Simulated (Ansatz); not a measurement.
## TaCuSeO: input and output

The input, for Ansatz 0.2.0 (plane waves, PAW):

```yaml
crystal:
  lattice:
    - [3.78763, 0.0, 0.0]
    - [0.0, 3.78763, 0.0]
    - [0.0, 0.0, 8.192941]
  atoms:
    - { symbol: Cu, position: [0.25, 0.75, 0.5] }
    - { symbol: Cu, position: [0.75, 0.25, 0.5] }
    - { symbol: Ta, position: [0.25, 0.25, 0.1398] }
    - { symbol: Ta, position: [0.75, 0.75, 0.8602] }
    - { symbol: Se, position: [0.25, 0.25, 0.6698] }
    - { symbol: Se, position: [0.75, 0.75, 0.3302] }
    - { symbol: O, position: [0.25, 0.75, 0.0] }
    - { symbol: O, position: [0.75, 0.25, 0.0] }
  symmetry: { tolerance: 0.0003 }
kpoints:
  mp_grid: { grid: [9, 9, 4], shift: [0, 0, 0] }
  band_path:
    path:
      - [0.0, 0.0, 0.0]
      - [0.0, 0.5, 0.0]
      - [0.5, 0.5, 0.0]
      - [0.0, 0.0, 0.0]
      - [0.0, 0.0, 0.5]
      - [0.0, 0.5, 0.5]
      - [0.5, 0.5, 0.5]
      - [0.0, 0.0, 0.5]
      - [0.0, 0.5, 0.0]
      - [0.0, 0.5, 0.5]
      - [0.5, 0.5, 0.0]
    npoints: 6
magnetization:
  spin_polarized: false
scf:
  occupations: { method: fermi_dirac }
  lower_state_search: "off"
  max_iter: 200
hamiltonian:
  pseudopotentials: { kind: paw }
  xc: pbe
basis:
  ecutwfc: 420
  fft_grid_basis: typed
output:
  forces: true
  stress: true
  eigenvalues: true
  bader: true
  populations: true
  elf: true
  write_potential: true
  volumetric_format: npy
  dos:
    e_range: [-12, 8]
    de: 0.05
    projected: { site_lists: { Cu: [Cu], O: [O], Se: [Se], Ta: [Ta] } }
checkpoint:
  read: saved_state
```

The run starts from an earlier solution of this cell. 

Parts of the output:

```
Pseudopotentials: kind: paw
Pseudopotential: Cu, paw, valence charge 19, recommended cutoff 420 eV (normal), Cu.paw.azcp
Pseudopotential: Ta, paw, valence charge 13, recommended cutoff 420 eV (normal), Ta.paw.azcp
Pseudopotential: Se, paw, valence charge 16, recommended cutoff 420 eV (normal), Se.paw.azcp
Pseudopotential: O, paw, valence charge 6, recommended cutoff 420 eV (normal), O.paw.azcp
Functional definition: PBE
  exchange = pbe_x(kappa = kappa, mu = beta*pi^2/3)
  correlation = pbe_c(beta = beta)
Crystal: 8 atoms, lattice volume = 117.537 Å³
Basis set: ecut = 420 eV, 2299 PW (Γ), exchange–correlation on 54×54×120 points (8 copies of the dense FFT grid, shifted against one another)
Bands: 65, of which v1, the nominal top of the filled ones, is band 54 counted from 1 (53 counted from 0)
Symmetry: 16 space group operations
Space group: P4/nmm (ITA 129), of the structure as read, at distance tolerance 1.5e-3 Å
k-points: 45 of 324
Initial density: read from a saved state, or passed on in memory by an earlier SCF of this step, an earlier step, the calling program or the single point that the run made first
Functional: x = pbe(κ = 0.804, μ = 0.2195), c = pbe(β = 0.0667)
SCF iter   1: F=—  Δρ=1.91e-3  dr2=4.11e-3
SCF iter   2: F=—  Δρ=9.89e-4  dr2=1.76e-3
SCF iter   3: F=—  Δρ=5.01e-4  dr2=3.50e-4
SCF iter   4: F=—  Δρ=2.59e-4  dr2=1.85e-4
SCF iter   5: F=—  Δρ=8.33e-5  dr2=2.19e-5
SCF iter   6: F=—  Δρ=1.73e-5  dr2=7.92e-7
SCF iter   7: F=—  Δρ=9.54e-6  dr2=1.66e-7
SCF iter   8: F=-45186.7236 eV  Δρ=3.42e-6  dr2=1.82e-8
Free energy (F): -45186.7236 eV
Harris-Foulkes:  -45186.7236 eV  (|F-HF|=5.31e-10)
Internal energy: -45186.4900 eV  (E = F + TS)
E sigma→0 (E₀):  -45186.6068 eV
Entropy (-TS):   -0.2337 eV (-29.210 meV/atom)
Fermi energy:    15.6492 eV
--- Per-component energies (eV) ---
  E_band       = -1691.3684
  E_kinetic    = 1917.5408
  E_local      = -18336.4186  (includes V_loc(G=0)·N_el)
  E_nonlocal   = -272.0391
  E_hartree    = 8402.0479
  E_xc         = -969.0701
  E_vxc        = -1020.4028  (∫ρ·V_xc dr)
  E_paw        = -24268.9003  (= ΣΔE_a)
  E_vpaw       = -784.1387  (= ΣTr[D̂ρ^β])
  E_aug_tail   = 0.0044  (compensation charges beyond the density's cutoff)
  E_ewald      = -11659.6550
  E_smearing   = -0.2337  (= −TS)
--- Stress (GPa, compression-positive) ---
       -3.1645       0.0000       0.0000
        0.0000      -3.1645       0.0000
        0.0000       0.0000       0.9614
  P = ⅓ Tr σ = -1.7892 GPa (-17.892 kbar)
--- Löwdin populations: 8 sites ---
  site symbol       q [e]
     0     Cu     18.4160
     1     Cu     18.4160
     2     Ta     12.0862
     3     Ta     12.0862
     4     Se     16.5372
     5     Se     16.5372
     6      O      6.6389
     7      O      6.6389
  spilling = 0.0060 (of n_electrons = 108.0000)
--- Bader charges: 8 sites ---
  site symbol  charge [e]  shift [e]
     0     Cu      0.3009     0.0015
     1     Cu      0.3009     0.0015
     2     Ta      1.8356     0.0010
     3     Ta      1.8355     0.0010
     4     Se     -0.8704     0.0015
     5     Se     -0.8704     0.0015
     6      O     -1.2661     0.0010
     7      O     -1.2661     0.0010
```

Origin: a known structure type with other elements, at an estimated volume, so it need not be a known compound. Caveats: many states at the Fermi level without spin polarisation, so a magnetic state may lie lower; atoms or cell far from equilibrium.
